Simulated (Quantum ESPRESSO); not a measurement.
## Hf4Mg2SnLi (different elements on one site, starting from this cell)

A calculation, not a measurement. The program is pw.x of Quantum ESPRESSO 7.5 (plane-wave density functional theory). The cell is made up: eight metal atoms on a hexagonal close-packed lattice, with elements, volume, strain and displacements drawn at random and not relaxed, so it may be unstable or far from any real phase. PseudoDojo standard norm-conserving files set the functional (PBE unless stated); there is no spin polarisation or spin-orbit coupling, the Fermi-Dirac width of 0.25 eV means electrons at about 2900 K, and the masses in the input are unused placeholders. The tin pseudopotential is less sure than most, with forces differing by about three percent from a second method on plain tin. Heavy elements are run without spin-orbit coupling, which real alloys of them have. A spin test at this wide smearing found no moment, but such smearing suppresses magnetism that the real alloy may have.

The runs put different elements on site 5. Cell, positions, cutoff, mesh and smearing stay as in the input of run 1; sites are counted in its order. Stress in the tables is positive in tension.

Input of run 1:

```
&control calculation='scf', pseudo_dir='./dojo.nc.sr.pbe.v0_5.standard.upf', outdir='./o', disk_io='minimal', tprnfor=.true., tstress=.true. /
&system ibrav=0, nat=8, ntyp=4, nbnd=57, ecutwfc=84.00895049, nosym=.true., tot_charge=0,
 occupations='smearing', smearing='fd', degauss=0.0183746611
/
&electrons conv_thr=1.470e-08, electron_maxstep=70, mixing_beta=0.5 /
ATOMIC_SPECIES
Hf 1.0 Hf.upf
Li 1.0 Li.upf
Mg 1.0 Mg.upf
Sn 1.0 Sn.upf
CELL_PARAMETERS angstrom
-3.139 0.0 0.0
0.0 0.0 -4.9485
0.0 -10.8737 0.0
ATOMIC_POSITIONS angstrom
Hf 0.0193 -0.0592 -0.0137
Mg 0.0731 -5.5658 -0.1127
Sn -0.0376 -3.5332 -2.4393
Hf -0.0171 -9.0099 -2.5602
Li -1.4655 -2.6578 0.0215
Mg -1.5532 -8.1961 0.0327
Hf -1.517 -0.7746 -2.4856
Hf -1.5131 -6.3772 -2.5136
K_POINTS automatic
7 5 2 1 1 1
```

| run | elements on sites 1 to 8 | -TS (eV) | pressure (GPa) | stress xx (GPa) | stress yy (GPa) | stress zz (GPa) | stress yz (GPa) | stress xz (GPa) | stress xy (GPa) | iterations |
| --- | --- | --- | --- | --- | --- | --- | --- | --- | --- | --- |
| 1 | Hf Mg Sn Hf Li Mg Hf Hf | -1.268 | 3.58 | -2.96 | -1.31 | -6.46 | 0.08 | -0.05 | 0.16 | 15 |
| 2 | Hf Mg Sn Hf Sc Mg Hf Hf | -1.470 | 6.48 | -5.48 | -4.14 | -9.82 | -0.07 | -0.03 | 0.23 | 17 |
| 3 | Hf Mg Sn Hf W Mg Hf Hf | -1.634 | 1.19 | 0.29 | 1.57 | -5.42 | 0.03 | -0.02 | 0.63 | 16 |
| 4 | Hf Mg Sn Hf Mo Mg Hf Hf | -1.691 | 1.48 | -0.63 | 1.35 | -5.16 | 0.06 | -0.03 | 0.64 | 17 |
| 5 | Hf Mg Sn Hf Ta Mg Hf Hf | -1.580 | 3.48 | -1.47 | -0.87 | -8.09 | -0.05 | -0.03 | 0.47 | 17 |

Forces Fx Fy Fz (eV/Å):

```
site             run 1             run 2              run 3              run 4             run 5
   1   0.17 0.50 -0.10   0.18 0.95 -0.06   0.02 -0.40 -0.11   0.02 -0.32 -0.11   0.09 0.08 -0.09
   2   -0.08 0.26 0.51   -0.07 0.20 0.47    -0.06 0.67 0.49    -0.06 0.63 0.49   -0.06 0.50 0.48
   3  0.19 -0.23 -0.20  0.37 -0.70 -0.19   0.21 -0.50 -0.18   0.22 -0.40 -0.18  0.26 -0.61 -0.19
   4    0.26 0.15 0.72    0.26 0.18 0.69     0.24 0.17 0.72     0.24 0.17 0.72    0.24 0.19 0.70
   5  -0.11 -0.40 0.01  -0.28 -0.74 0.05     0.03 0.73 0.09     0.01 0.55 0.08   -0.08 0.20 0.08
   6  -0.06 0.19 -0.73  -0.06 0.27 -0.72   -0.06 0.23 -0.73   -0.06 0.23 -0.73  -0.06 0.25 -0.73
   7  -0.26 -1.07 0.04  -0.27 -0.64 0.03  -0.27 -1.41 -0.01  -0.27 -1.38 -0.01  -0.28 -1.09 0.02
   8  -0.11 0.61 -0.26  -0.13 0.49 -0.26   -0.10 0.51 -0.26   -0.11 0.51 -0.26  -0.11 0.48 -0.26
```

Energies are left out, as each element's file has its own zero. A rerun of one cell of this series at a higher cutoff and on a denser mesh moved values by no more than 0.006 eV in energy, 0.05 GPa in stress and 0.010 eV/Å in force, and a second program with other atomic files agreed on that cell to 2 % rms in force and 0.5 GPa in pressure.